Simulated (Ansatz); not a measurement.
## Ionic part of the dielectric constant of SiC, mode by mode

The calculation used Ansatz, DFT PBE, scalar-relativistic, plane waves, PAW. Plane waves to 420 eV; Γ-centred k mesh 12×12×2; fixed occupations. No spin polarisation. Phonons by linear response, acoustic sum rule imposed.

Space group P6_3mc (No. 186), hexagonal, a = 3.095 Å, c = 15.187 Å. Si on its first site is surrounded by 4 C at 1.89–1.90 Å; Si on its second site has 4 C at 1.90 Å; Si on its third site is surrounded by 4 C at 1.89–1.90 Å; around C on its first site lie 4 Si at 1.89–1.90 Å; C on its second site is surrounded by 4 Si at 1.90 Å; C on its third site is surrounded by 4 Si at 1.89–1.90 Å.

It was relaxed at this level from a measured cell (COD).

The primitive cell has V = 125.98 Å³ and ε∞,xx = 7.032. Each polar mode adds Δε = (4.92064×10⁷/V)·S/ν² along x, with S its oscillator strength in e²/amu, ν in cm⁻¹ and V in Å³.

Question: From these modes, find each Δε and ε0,xx.
| ν (cm⁻¹) | S_xx (e²/amu) |
| --- | --- |
| 232.85 | 0.00016 |
| 750.19 | 0.00616 |
| 757.69 | 0.00083 |
| 776.18 | 5.144 |

Answer:
| ν (cm⁻¹) | Δε |
| --- | --- |
| 232.85 | 0.00 |
| 750.19 | 0.00 |
| 757.69 | 0.00 |
| 776.18 | 3.34 |

The sum is 3.34, so ε0,xx = 10.37; the run's tensor has 10.37.
